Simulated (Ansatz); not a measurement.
VH2 (fluorite, Fm-3m) at seven volumes, plane-wave PAW r²SCAN (Ansatz code), scaled uniformly. One row is withheld.

```
V (Å³/atom)  P (GPa)
-----------  -------
5.568              ?
5.751          12.99
5.935           6.00
6.118           0.00
6.302          -5.17
6.485          -9.61
6.669         -13.44
```

Problem. Fit the shown pressures and predict the withheld one.

Solution. P = (3/2)B₀(x^(7/2) − x^(5/2))[1 + (3/4)(B′ − 4)(x − 1)] with x = (V₀/V)^(2/3). Least squares on the six rows gives V₀ = 6.118 Å³/atom, B₀ = 185 GPa, B′ = 4.02. At V = 5.568, x = 1.0648 and P = 21.06 GPa. The run itself gave 21.13 GPa.

The workflow started from an entry of the Crystallography Open Database (COD). Its standing as an ambient phase is unchecked. The r²SCAN relaxation kept the symmetry of its start; its stability against distortions is not shown here. The workflow began spin-polarised and lost its moments. The cell computed holds one magnetic atom, so no antiferromagnetic order was within reach.

Potentials: the later of the program's two PAW sets.
